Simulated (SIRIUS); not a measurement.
Consider a self-consistent single point of SiC (P6_3mc, 4 atoms in the cell; from Materials Project mp-7140, changed as shown).

```
SiC
1.0
    3.07351     0.00000     0.00000
   -1.53676     2.66174     0.00000
    0.00000     0.00000     4.99480
Si C
2 2
Direct
  0.33333   0.66667   0.49960
  0.66667   0.33333   0.99960
  0.33333   0.66667   0.87540
  0.66667   0.33333   0.37540
```

Computed with PBE, PseudoDojo 0.5 standard norm-conserving PBE (tails mended) pseudopotentials (plane waves; SIRIUS).

SIRIUS settings:

parameters.ngridk: 12 12 7
parameters.xc_functionals: [XC_GGA_X_PBE, XC_GGA_C_PBE]
parameters.gk_cutoff: 9.055 1/bohr
parameters.pw_cutoff: 18.111 1/bohr
parameters.smearing: gaussian
parameters.smearing_width: 0.0001 Ha
potentials: PseudoDojo 0.5 standard norm-conserving PBE (tails mended) pseudopotentials
parameters.electronic_structure_method: pseudopotential
parameters.num_bands: 12
parameters.num_mag_dims: 0
parameters.num_dft_iter: 100
parameters.energy_tol: 1e-07 Ha
parameters.density_tol: 1e-06
mixer.type: broyden2
mixer.beta: 0.3
mixer.use_hartree: true

Results:

Number of valence electrons: 16
Number of bands: 12
Number of k-points after the program's reduction: 76
Number of plane waves (most at a k-point): 3495
Number of SCF iterations: 17
FFT grid: 36 × 36 × 60
Free energy E − TS: -558.8872 eV
Pressure: 6.21 GPa
Largest force (vector length): 0.108 eV/Å

Forces (eV/Å):
| atom | Fx | Fy | Fz |
|---|---|---|---|
| Si1 | 0.000 | 0.000 | -0.107 |
| Si2 | 0.000 | 0.000 | -0.107 |
| C3 | 0.000 | 0.000 | 0.108 |
| C4 | 0.000 | 0.000 | 0.108 |

Stress (GPa, positive for compression):
```
4.33  0.00  0.00
0.00  4.33  0.00
0.00  0.00  9.97
```

For comparison: a first run was changed to give this one (lattice vector c scaled by 0.99), and from it to this one the free energy rises by 4.4 meV/atom, the pressure goes from 3.88 to 6.21 GPa and the largest force goes from 0.004 to 0.108 eV/Å.

The structure comes from a collection of computed structures, made at another level of theory; the collection holds predicted forms beside known ones.

Cost on one core: about 110 core-seconds (a rough figure).

“Tails mended”: in these copies of the files the far tail of each local potential was reset to the Coulomb form.
